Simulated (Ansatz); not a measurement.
One crystal and one scan (scan of one atom of the cell) at two levels, PBE (plane waves to 420 eV, PAW, scalar-relativistic; Ansatz, a first-principles code) and r2SCAN (plane waves to 500 eV, PAW, scalar-relativistic; Ansatz), each from its own relaxed cell and on its own mesh. The cell shown is that of PBE.

Relaxed WC (WC type, space group P-6m2):

```xyz
4
Lattice="5.8439 0.0000 0.0000 -1.4610 2.5305 0.0000 0.0000 0.0000 2.8473" Properties=species:S:1:pos:R:3 pbc="T T T"
W      0.0000     0.0000     0.0000
W      2.9220     0.0000     0.0000
C      1.4610     0.8435     1.4236
C      4.3829     0.8435     1.4236
```

In this cell atom 1 (W, nearest neighbour C at 2.207 Å; its periodic images, 2.8 Å or more away, move with it) is moved by s along Cartesian x, unit vector (1.000, 0.000, 0.000); all other atoms and the cell stay fixed.

Energies are smeared free energies. Spin-orbit coupling is left out, though W is heavy. The PAW data are Ansatz's earlier set. WC is run without spin polarisation. WC was relaxed with its symmetry unable to fall. With partly filled bands, energies and forces of such displacements shift with the k mesh and the smearing. Both scans cover s from -0.440 to 0.440 Å.

ΔE (meV/cell), each from the undisplaced structure of its own level:

```json
[
 {"s (Å)": "-0.440", "PBE": "2524", "r2SCAN": "2617"},
 {"s (Å)": "-0.352", "PBE": "1630", "r2SCAN": "1694"},
 {"s (Å)": "-0.264", "PBE": "929", "r2SCAN": "968"},
 {"s (Å)": "-0.176", "PBE": "418", "r2SCAN": "437"},
 {"s (Å)": "-0.088", "PBE": "106", "r2SCAN": "111"},
 {"s (Å)": "0.000", "PBE": "0", "r2SCAN": "0"},
 {"s (Å)": "0.088", "PBE": "109", "r2SCAN": "withheld"},
 {"s (Å)": "0.176", "PBE": "437", "r2SCAN": "457"},
 {"s (Å)": "0.264", "PBE": "985", "r2SCAN": "1031"},
 {"s (Å)": "0.352", "PBE": "1749", "r2SCAN": "1828"},
 {"s (Å)": "0.440", "PBE": "2716", "r2SCAN": "2834"}
]
```

Problem. Estimate the r2SCAN value at 0.088 from the PBE value there and the ratio of the two levels in the two nearest given rows on that side of the minimum.

Solution. At 0.176 and 0.264 the ratio r2SCAN/PBE averages 1.046, which gives 1.046 × 109 = 114 meV/cell. The calculation gives 114 meV/cell, +4.6 % against PBE.

(For displaced atoms, the force is minus the slope of the energy, and its curvature is a force constant, which sets phonon frequencies.)
